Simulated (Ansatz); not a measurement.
BAs (rock salt, space group No. 225) under volume change, plane-wave PAW PBEsol (Ansatz code), scaled uniformly.

```tsv
V (Å³/atom)	E − E(relaxed) (meV/atom)	P (GPa)
10.862	50.4	16.33
11.220	21.1	9.98
11.578	___	___
11.936	0.0	0.00
12.294	4.5	-3.94
12.652	17.2	-7.37
13.010	___	___
```

Problem. Fill in the missing entries.

Solution. 
- 13.010, E − E(relaxed) (meV/atom): 37.1
- 13.010, P (GPa): -10.30
- 11.578, E − E(relaxed) (meV/atom): 5.0
- 11.578, P (GPa): 4.60

Problem. What does a third-order Birch–Murnaghan fit give for V₀, B₀ and B′?

Solution. V₀ = 11.94 Å³/atom, B₀ = 143 GPa, B′ = 4.1.

Space group Fm-3m (rock salt). The start of the workflow was typed in or built on a structure type; neither database checked (COD, Materials Project) lists it. It is not the phase usual at ambient conditions (space group No. 216). Symmetry was held in the PBEsol relaxation. At this level the phase is dynamically unstable (imaginary phonons). Its formation energy is positive at this level, so the cell may be metastable or incomplete.

Potentials: the later of the program's two PAW sets.
